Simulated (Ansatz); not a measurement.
Be (hcp, Mg type)

Space group P6₃/mmc (No. 194); a = 2.2571 Å, b = 2.2571 Å, c = 3.5529 Å, α = 90.00°, β = 90.00°, γ = 120.00°

| atom | site | symmetry | x | y | z |
|---|---|---|---|---|---|
| Be | 2d | -6m2 | 0.6667 | 0.3333 | 0.2500 |

The relaxed cell is deformed in two ways at once: its volume V is scaled, and at that volume it is stretched along z (the c axis of the conventional cell) so that c/a changes. Fractional atomic positions are held.

Calculation: PBEsol (plane waves to 420 eV, PAW, scalar-relativistic; Ansatz, an electronic-structure program). k mesh 23×23×13 (Γ-centred), Fermi-Dirac smearing 0.05 eV. Stress and pressure are positive under compression. With partly filled bands, the response to shear is sensitive to the k mesh, so small differences along c/a are uncertain. Be was relaxed with its symmetry unable to fall. The last digit holds for this mesh only.

Changes of σzz (GPa) from the point V/V₀ = 1.000, (c/a)/(c/a)₀ = 1.000 when one coordinate moves alone (two changes are said to add if the coupling is within 5 % of the smaller one, nearly so within 20 %):

```
point                               change
----------------------------------  ------
V/V₀ = 1.000, (c/a)/(c/a)₀ = 0.960   10.44
V/V₀ = 1.000, (c/a)/(c/a)₀ = 0.980    5.19
V/V₀ = 0.960, (c/a)/(c/a)₀ = 1.000    5.91
V/V₀ = 0.980, (c/a)/(c/a)₀ = 1.000    2.83
V/V₀ = 1.020, (c/a)/(c/a)₀ = 1.000   -2.59
V/V₀ = 1.040, (c/a)/(c/a)₀ = 1.000   -4.98
V/V₀ = 1.000, (c/a)/(c/a)₀ = 1.020   -4.99
V/V₀ = 1.000, (c/a)/(c/a)₀ = 1.040   -9.94
```

**Question.** What is the change at V/V₀ = 1.040, (c/a)/(c/a)₀ = 0.980, where both move, and how far is it from the sum?

**Answer.** The sum of the single changes is -4.98 + (5.19) = 0.21; the calculation gives -0.19, so the coupling contributes -0.40 (under 20 % of the smaller single change, nearly additive).

**Question.** Do the two effects add at V/V₀ = 1.020, (c/a)/(c/a)₀ = 0.960? Give the computed change.

**Answer.** The sum of the single changes is -2.59 + (10.44) = 7.85; the calculation gives 7.44, so the coupling contributes -0.41 (under 20 % of the smaller single change, nearly additive).

(A scan under strain: stresses follow from slopes of the energy per volume, elastic moduli from its curvatures.)
